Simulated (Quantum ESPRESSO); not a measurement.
```
Cs2O
1.0
    2.02099     1.16682     6.78637
   -2.02099     1.16682     6.78637
    0.00000    -2.33364     6.78637
O Cs
1 2
Direct
  0.00000   0.00000   0.00000
  0.25830   0.25830   0.25830
  0.74170   0.74170   0.74170
```

The PBEsol cell relaxed from Materials Project entry mp-7988 was given an isotropic strain of -1.5 % on all lattice vectors, and the atoms were relaxed again.

Q: What does PBEsol (pw.x of Quantum ESPRESSO, ONCV potentials, scalar-relativistic) give for the electronic structure near the Fermi level?

A: The PBEsol gap is indirect, 1.13 eV, from L to Γ; the smallest direct gap is 1.71 eV.
